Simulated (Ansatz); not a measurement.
Structure: Ga₂PN, ordered on the rocksalt lattice (P4/mmm) with 4 atoms a cell, at its r2SCAN minimum. The symmetry is P4/mmm (No. 123, tetragonal); conventional cell a = 3.352 Å, c = 4.733 Å, 13.29 Å³ an atom. N has 6 Ga at 2.37 Å; Ga has 2 N at 2.37 Å and 4 P at 2.37 Å; P has 6 Ga at 2.37 Å; Ga has 2 P at 2.37 Å and 4 N at 2.37 Å.

```cif
data_structure
_symmetry_space_group_name_H-M 'P 1'
_symmetry_Int_Tables_number 1
_cell_length_a 3.3521
_cell_length_b 3.3521
_cell_length_c 4.7327
_cell_angle_alpha 90.000
_cell_angle_beta 90.000
_cell_angle_gamma 90.000
_cell_volume 53.18
loop_
_atom_site_label
_atom_site_type_symbol
_atom_site_fract_x
_atom_site_fract_y
_atom_site_fract_z
_atom_site_occupancy
N1 N 0.00000 0.00000 0.00000 1
Ga1 Ga 0.00000 0.00000 0.50000 1
P1 P 0.50000 0.50000 0.50000 1
Ga2 Ga 0.50000 0.50000 0.00000 1
```

The questions ask for values computed with the plane-wave code Ansatz on this geometry. These are computed values for a non-magnetic cell that may be hypothetical; none is a measurement.

Given (8×8×6 mesh): With PBE the bands overlap by 3.02 eV (counted from 1, band 18 peaks at R and band 19 bottoms out at M–Γ (0.10 of the way from M)): no gap.

**Question.** What does PBE+SOC give for the gap (8×8×6 mesh)?

**Answer.** PBE+SOC gives no gap: the lowest nominally empty band dips 3.00 eV below the top of the last filled one (its bottom at M–Γ (0.10 of the way from M), the top at R), so the cell is a metal or semimetal at this level.

**Question.** What does r2SCAN give for the gap (8×8×6 mesh)?

**Answer.** r2SCAN gives no gap: the lowest nominally empty band dips 3.05 eV below the top of the last filled one (its bottom at M, the top at R), so the cell is a metal or semimetal at this level.

**Question.** What do these levels agree on?

**Answer.** No level opens a gap, but no hybrid is among them, and semilocal functionals can close a real gap.

Only the levels marked +SOC include spin-orbit coupling.
